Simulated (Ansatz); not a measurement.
**Sn2GeO3: rattling a relaxed structure**

The cell was found from a structure generator's guess, not taken from experiment.

Method: Ansatz 0.2.0, DFT PBE, scalar-relativistic, plane waves, PAW. Cutoff 420 eV; k points 8×2×8 on the computed 12-atom cell (Γ-centred); Gaussian smearing, width 0.02 eV; no spin polarisation.

The cell below (12 atoms, space group Pmn2_1 (No. 31)) is relaxed within its symmetry.

```
Sn Ge O
1.0
     3.49786    0.00000    0.00000
     0.00000   14.89825    0.00000
     0.00000    0.00000    4.18857
Sn Ge O
4 2 6
Direct
  0.00000 0.90305 0.00702
  0.00000 0.25283 0.00799
  0.50000 0.09695 0.50702
  0.50000 0.74717 0.50799
  0.00000 0.56765 0.92738
  0.50000 0.43235 0.42738
  0.00000 0.83655 0.50704
  0.00000 0.18622 0.50667
  0.00000 0.49922 0.54385
  0.50000 0.81378 0.00667
  0.50000 0.16345 0.00704
  0.50000 0.50078 0.04385
```

For the test it was strained at random (σ = 1.5 % a component), the atoms were moved at random (σ = 0.15 Å), and all was relaxed again on a coarse 4×4×1 mesh (in the run’s order of axes) with 0.10 eV smearing, with no symmetry imposed.

Weakly bound directions are ill-defined at this level, which has no dispersion term.

Problem. Is the structure stable against such a distortion?

Solution. It returns, within 1 meV/atom of the unmoved cell on that mesh and with the same symmetry when read at 0.1 Å (P1 at 0.01 Å, so small strains and shifts remain). So it is stable against the distortions that fit this cell and that this random move excites. Modes that don't fit the cell aren't tested.
